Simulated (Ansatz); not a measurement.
ZrB2O5 in space group P2_1/c (No. 14; Pearson symbol mP32), plane-wave PAW r²SCAN (Ansatz code), all energies at zero smearing, with the estimated change up to a 700 eV cutoff added, with one set of potentials and settings (totals compare only within such a set). Cell of 32 atoms (4 Zr, 8 B, 20 O): -29449.084 eV.

| element | reference phase | E (eV/atom) |
|---|---|---|
| Zr | P6_3/mmc, 2 atoms in the cell | -4195.0260 |
| B | R-3m, 12 atoms in the cell | -156.5544 |
| O | C2/m, 4 atoms in the cell, spin-polarised | -566.0281 |

Formation energy per atom, worked out: (-29449.084 − 4×(-4195.0260) − 8×(-156.5544) − 20×(-566.0281))/32 = -2.999 eV/atom (-289 kJ per mol of atoms), at 0 K, without zero-point energy or fitted corrections.

The workflow started from a Materials Project entry (that database holds measured and hypothetical structures alike); the Crystallography Open Database copy checked does not list it. Its standing as an ambient phase is unchecked. Symmetry was held in the r²SCAN relaxation; whether a distortion lowers the energy is not shown. No spin polarisation was allowed. The references are the lowest solids computed at this level, not always the standard phases (solids in place of the gases).

Potentials: the later of the program's two PAW sets.
